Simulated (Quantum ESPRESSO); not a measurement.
# Kohn-Sham bands of WC (P-6m2)

```xyz
2
Lattice="2.9166 0.0000 0.0000 -1.4583 2.5258 0.0000 0.0000 0.0000 2.8394" Properties=species:S:1:pos:R:3 pbc="T T T"
W      0.0000     0.0000     0.0000
C     -1.4583     0.8419     1.4197
```

Materials Project entry mp-1894; symmetrised, unrelaxed at this level. COD (Crystallography Open Database) has an entry of this formula and space group (matched by these alone). Computed values, not measurements, from PBEsol: Quantum ESPRESSO (norm-conserving PseudoDojo potentials, cutoff 66 Ry, no spin polarisation, no spin-orbit coupling) on a Γ-centred 12×12×12 mesh, then Wannier90. Density: 12×12×12 mesh, cold smearing 0.01 Ry. Spin-orbit coupling is left out although heavy elements are present.

List the Kohn-Sham levels between −8 and 3.0 eV relative to the Fermi level at the high-symmetry points, as a band run of pw.x on that density gives them (levels within 2 meV counted together).


```tsv
point	k (reciprocal lattice)	levels (eV)
Γ	0.000 0.000 0.000	-4.24, -3.28 (×2), 0.17
M	0.500 0.000 0.000	-6.97, -3.52, -3.51, -0.41, 2.35
K	0.333 0.333 0.000	-6.51, -4.51, -3.36, 0.66, 1.02, 2.04
A	0.000 0.000 0.500	-1.98 (×2), -0.55 (×2)
L	0.500 0.000 0.500	-6.38, -4.26, -4.12, 0.32
H	0.333 0.333 0.500	-7.14, -5.34, -1.55, -0.60
```
